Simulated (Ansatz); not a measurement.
Space group P4/mmm (No. 123). a = 2.842 Å, b = 2.842 Å, c = 8.564 Å, α = 90.00°, β = 90.00°, γ = 90.00°
```tsv
atom	site	symmetry	x	y	z
Fe	2g	4mm	0.0000	0.0000	0.8341
Fe	1c	4/mmm	0.5000	0.5000	0.0000
Fe	2h	4mm	0.5000	0.5000	0.3346
Co	1b	4/mmm	0.0000	0.0000	0.5000
```

Equation of state of this Fe5Co structure (not necessarily the ground state), with shape and atoms relaxed at each volume where symmetry leaves them free. It has no gap at any of these volumes. All numbers below come from DFT PBE, scalar-relativistic, plane waves, PAW in Ansatz.

Plane waves to 420 eV, a k mesh through Γ of 14×14×6 on the computed 6-atom cell and Gaussian smearing (0.10 eV); collinear spin from starting moments 2.5 2.5 2.5 2.9 2.9 2.0 μB.

```csv
V (Å³/atom),E − E(largest V) (meV/atom),P (GPa)
10.149,60.47,30.47
10.495,6.15,20.30
10.841,-28.34,12.20
11.187,-47.58,5.69
11.533,-53.96,0.02
11.879,-48.64,-4.99
12.225,-33.26,-9.19
12.686,0.00,-13.77
```

Question: Fit a third-order Birch–Murnaghan equation, E = E0 + (9V0B0/16)·[(x − 1)³B0' + (x − 1)²(6 − 4x)] with x = (V0/V)^(2/3), to E(V).

Answer: V0 = 11.53 Å³/atom, B0 = 176 GPa, B0' = 4.3.

The cell was found from a structure generator's guess, not taken from experiment.
